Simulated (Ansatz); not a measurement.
Input and command of a plane-wave DFT calculation in Ansatz:

```yaml
crystal:
  lattice:
    - [4.9637676955, 0.0, 0.0]
    - [0.0, 4.9637676955, 0.0]
    - [0.0, 0.0, 3.0629096131]
  atoms:
    - { symbol: Sn, position: [0.0, 0.0, 0.0] }
    - { symbol: Sn, position: [0.5, 0.5, 0.5] }
    - { symbol: O, position: [0.3066050867, 0.3066050867, 0.0] }
    - { symbol: O, position: [0.1933949133, 0.8066050867, 0.5] }
    - { symbol: O, position: [0.6933949133, 0.6933949133, 0.0] }
    - { symbol: O, position: [0.8066050867, 0.1933949133, 0.5] }
basis:
  ecutwfc: 420
kpoints:
  mp_grid: { grid: [6, 6, 10] }
hamiltonian:
  xc: pbe
scf:
  occupations: { method: gaussian, width: 0.05 }
output:
  forces: true
  stress: true
  eigenvalues: true
```

```bash
ansatz run input.yaml --threads 1 --pin off --max-ram 2560MiB --backend cpu --events-out ev --progress --plain --runs-dir out
```

Processor: Arm Neoverse V1, 1 thread, on a host shared with other jobs.

Q: How long does it run, and how much memory does it take?

A: About 8.1 s on 1 thread of Arm Neoverse V1, with other jobs on the host, peak memory 0.39 GiB. It solves 32 bands at 60 k points (the mesh reduced by the symmetry that the task leaves, which can be less than the crystal's) with about 1503 plane waves, in 6 SCF iterations.
